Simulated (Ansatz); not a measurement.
Ansatz 0.2.0, vacancy hop by nudged elastic band: ScAg$_{4}$

The command:

```bash
ansatz run input.yaml --threads 4 --pin off --max-ram 8192MiB --backend cpu --events-out ev --progress --plain --runs-dir out
```

The input file (Ansatz 0.2.0, plane waves):

```yaml
crystal:
  lattice:
    - [0.0, 0.0, 8.086396]
    - [3.266478, -3.266478, 2.021599]
    - [3.266478, 3.266478, -2.021599]
  atoms:
    - { symbol: Ag, position: [0.1969824, 0.80368176, 0.60072047] }
    - { symbol: Ag, position: [0.10375058, 0.40141249, 0.80338906] }
    - { symbol: Ag, position: [0.30367842, 0.20549507, 0.39891615] }
    - { symbol: Ag, position: [0.3973067, 0.60125542, 0.20175113] }
    - { symbol: Sc, position: [0.00240055, -0.00076177, 0.00458181] }
    - { symbol: Ag, position: [0.70055739, 0.80124806, 0.6057559] }
    - { symbol: Ag, position: [0.79788262, 0.2010793, 0.40151271] }
    - { symbol: Ag, position: [0.89963144, 0.59872126, 0.20340767] }
    - { symbol: Sc, position: [0.49916974, -0.00086811, 0.00067062] }
kpoints:
  mp_grid: { grid: [2, 3, 3] }
magnetization:
  spin_polarized: false
scf:
  occupations: { method: cold, width: 0.15 }
hamiltonian:
  pseudopotentials: { kind: paw }
  xc: lda
basis:
  ecutwfc: 420
neb:
  images: 3
  relax_end_points: true
  climbing: true
  f_tol: 0.05
  max_iterations: 40
  order_check: false
  final_atoms:
    - { symbol: Ag, position: [0.1969824, 0.80368176, 0.60072047] }
    - { symbol: Ag, position: [0.10375058, 0.40141249, 0.80338906] }
    - { symbol: Ag, position: [0.30367842, 0.20549507, 0.39891615] }
    - { symbol: Ag, position: [0.3973067, 0.60125542, 0.20175113] }
    - { symbol: Sc, position: [0.00240055, -0.00076177, 0.00458181] }
    - { symbol: Ag, position: [0.60140763, 0.40149088, 0.80439464] }
    - { symbol: Ag, position: [0.79788262, 0.2010793, 0.40151271] }
    - { symbol: Ag, position: [0.89963144, 0.59872126, 0.20340767] }
    - { symbol: Sc, position: [0.49916974, -0.00086811, 0.00067062] }
```

Origin of the cell: a database entry, scaled a little.

The cell is 2×1×1 cells of ScAg4 with one Ag taken out; atom 6 (Ag) hops into the empty site, 2.88 Å away before the end points are relaxed. All atoms were shaken by about 0.02 Å first.

Output (shortened):

```
SCF iter   1: F=—  HF=-56386.014607 eV  Δρ=1.22e-2  dr2=2.81e-1
SCF iter   2: F=—  HF=-56386.105710 eV  S|Δr|=    0.00e0  Δρ=1.93e-2  dr2=5.75e-1  defer=64
SCF iter   3: F=—  HF=-56385.965519 eV  S|Δr|=    0.00e0  Δρ=6.25e-3  dr2=5.96e-2  defer=64
[… 2 lines left out …]
SCF iter   6: F=—  HF=-56385.949760 eV  S|Δr|=    0.00e0  Δρ=5.29e-5  dr2=3.69e-6  defer=3
SCF iter   7: F=—  HF=-56385.949760 eV  S|Δr|=    0.00e0  Δρ=2.14e-5  dr2=1.28e-6  defer=3
SCF iter   8: F=-56385.949760 eV  HF=-56385.949760 eV  S|Δr|=    0.00e0  Δρ=4.63e-6  dr2=4.29e-8
NEB iter   1: max|band force component| = 1.680e0 eV/Å  barrier→ = 1.0865 eV  barrier← = 1.0621 eV  Δτ_max = 0.2000 Å  (45 SCF iters)
NEB iter   2: max|band force component| = 3.031e-1 eV/Å  barrier→ = 0.6367 eV  barrier← = 0.6123 eV  CI = image 2  Δτ_max = 0.0918 Å  (24 SCF iters)
NEB iter   3: max|band force component| = 8.922e-2 eV/Å  barrier→ = 0.6057 eV  barrier← = 0.5812 eV  CI = image 2  Δτ_max = 0.0742 Å  (22 SCF iters)
NEB iter   4: max|band force component| = 3.477e-2 eV/Å  barrier→ = 0.5956 eV  barrier← = 0.5712 eV  CI = image 2  Δτ_max = 0.0279 Å  (22 SCF iters)
NEB iter   5: max|band force component| = 5.100e-2 eV/Å  barrier→ = 0.5936 eV  barrier← = 0.5692 eV  CI = image 2  Δτ_max = 0.0268 Å  (7 SCF iters)
NEB iter   6: max|band force component| = 1.158e-2 eV/Å  barrier→ = 0.5933 eV  barrier← = 0.5688 eV  CI = image 2  Δτ_max = 0.0000 Å  (20 SCF iters)
--- NEB band (5 images, 6 band iterations, 140 SCF iterations, 46 more in tests of the images' electronic states and relaxations of end points) ---
  forward barrier  = 0.593251 eV
  backward barrier = 0.568836 eV
  lagrangian_above_aufbau_ev (what the smearing adds, to first order; not taken off the barriers): saddle image -0.001883 eV, end points +0.004337 and +0.003592 eV
  climbing image's point = of an order that was not read
  energies are F+E_penalty+E_count in eV, relative to image 0
  image     s (Å)  Δ vs image 0  max|band force component| (eV/Å)
      0    0.0000      0.000000                                 —
      1    0.8114      0.320250                          8.470e-3
  *   2    1.6229      0.593251                          2.928e-3
      3    2.2943      0.332726                          1.158e-2
      4    2.9657      0.024414                                 —
```

The converged band:

| image | path over all atoms (Å) | ΔF (eV) | Ag x | y | z (Å) |
| --- | --- | --- | --- | --- | --- |
| 0 | 0.00 | 0.000 | 4.53 | -0.63 | 6.06 |
| 1 | 0.81 | 0.320 | 4.41 | -0.15 | 5.55 |
| 2 | 1.62 | 0.593 | 4.23 | 0.41 | 4.97 |
| 3 | 2.29 | 0.333 | 4.06 | 0.87 | 4.50 |
| 4 | 2.97 | 0.024 | 3.92 | 1.27 | 4.08 |

Relaxed start, forces in eV/Å:

```xyz
9
Lattice="0.000 0.000 8.086 3.266 -3.266 2.022 3.266 3.266 -2.022" Properties=species:S:1:pos:R:3:forces:R:3 pbc="T T T" image=0
Ag    4.589   -0.626    2.030    0.000   -0.001    0.000
Ag    3.935    1.310    0.012    0.000    0.000   -0.001
Ag    1.982    0.667    2.046    0.000   -0.002    0.000
Ag    2.632   -1.295    4.043    0.000    0.000    0.000
Sc    0.029   -0.005   -0.019    0.001   -0.001    0.001
Ag    4.532   -0.628    6.058   -0.001   -0.002    0.001
Ag    1.983    0.616    6.027    0.000    0.000    0.000
Ag    2.653   -1.314    8.089   -0.001   -0.002   -0.002
Sc   -0.018    0.000    4.050    0.002    0.007    0.001
```

Highest image (2), forces in eV/Å:

```xyz
9
Lattice="0.000 0.000 8.086 3.266 -3.266 2.022 3.266 3.266 -2.022" Properties=species:S:1:pos:R:3:forces:R:3 pbc="T T T" image=2
Ag    4.577   -0.585    2.157    0.000   -0.002   -0.002
Ag    3.928    1.342   -0.052    0.000   -0.002   -0.001
Ag    2.034    0.766    1.980    0.001    0.003    0.002
Ag    2.534   -1.361    3.918    0.000    0.000    0.001
Sc   -0.163   -0.216   -0.069   -0.001    0.000   -0.001
Ag    4.229    0.408    4.967    0.002    0.000    0.000
Ag    1.871    0.401    6.235    0.000   -0.001   -0.002
Ag    2.782   -1.283    8.236   -0.002    0.000    0.000
Sc    0.197    0.230    3.959   -0.001    0.002    0.002
```

Relaxed end, forces in eV/Å:

```xyz
9
Lattice="0.000 0.000 8.086 3.266 -3.266 2.022 3.266 3.266 -2.022" Properties=species:S:1:pos:R:3:forces:R:3 pbc="T T T" image=4
Ag    4.574   -0.646    2.021    0.000    0.000   -0.001
Ag    3.917    1.334   -0.017    0.001   -0.001    0.000
Ag    1.976    0.660    2.022    0.001    0.000    0.000
Ag    2.641   -1.296    4.042    0.000    0.000    0.001
Sc   -0.023   -0.002   -0.034   -0.002   -0.003    0.000
Ag    3.920    1.271    4.078    0.003    0.001    0.000
Ag    1.994    0.615    6.068    0.001    0.000    0.002
Ag    2.634   -1.286    8.084   -0.002    0.001    0.000
Sc    0.026    0.029    4.062   -0.002    0.002   -0.002
```

Barrier of this path: 0.59 eV forwards, 0.57 eV backwards, after 6 band iterations.

Caveats: no moments, though an odd count or open d shells may carry them; the k mesh is coarse if the cell is a metal; a small cell with a neutral vacancy and no spin, whose shape can make like sites unlike; the cell is held at a rescaled volume, and strain moves barriers; the hop was drawn among near neighbours and need not be the easiest path; few images and a loose tolerance, and neither the top nor the ends were tested for their order.

It ran for 29 s on 4 threads of AMD EPYC 9R45 96-Core Processor (Zen 5), on a shared host, peak memory 1.1 GiB, from the program's own first density.
